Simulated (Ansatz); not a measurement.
According to DFT-PBE in the program Ansatz with PAW potentials, BP in the cubic phase (Pm-3n; B on 6c, P on 6d) relaxes to a = 5.594 Å. Its formation energy from the elements is -14 kJ/mol of atoms, with no fitted shifts.

The Kohn–Sham gap is 0.63 eV (indirect). The valence maximum lies at Γ and the conduction minimum on the Γ–X line, 85 % of the way from Γ (6 equivalent valleys). Electrons at the band edge weigh 0.36, 0.36, 0.64 mₑ (principal values).

An equation-of-state fit gives a bulk modulus of 123 GPa.

The start of the workflow was typed in or built on a structure type; neither database checked (COD, Materials Project) lists it. It is not the phase usual at ambient conditions (space group No. 216). The cell was relaxed with PBE under the symmetry of its start; its stability against distortions is not shown here. The references are the lowest solids computed at this level, not always the standard phases.

Potentials: the later of the program's two PAW sets.
